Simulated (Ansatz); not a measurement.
WC:
```
WC
1.0
    2.92181     0.00000     0.00000
   -1.46091     2.53036     0.00000
    0.00000     0.00000     2.84677
W C
1 1
Direct
  0.00000   0.00000   0.00000
  0.66667   0.33333   0.50000
```

Relaxed with PBE.

**Question.** Decompose the optical modes at the zone centre into irreducible representations, and say which are infrared and Raman allowed.

**Answer.** Point group -6m2: Γ_opt = A2'' + E'. Infrared: A2'', E'. Raman: E'.

**Question.** Assign frequencies (DFPT, plane-wave PAW PBE (Ansatz code)).

**Answer.** A2'' 567, E' 603 cm⁻¹.

Space group P-6m2. The PBE relaxation kept the symmetry of its start. The run is not spin-polarised. As this level gives no gap, phonon frequencies hold no LO–TO term and depend on the k-mesh and smearing (Fermi–Dirac, 0.1 eV here). Spin–orbit coupling is left out wherever it is not named.

Potentials: the later of the program's two PAW sets.
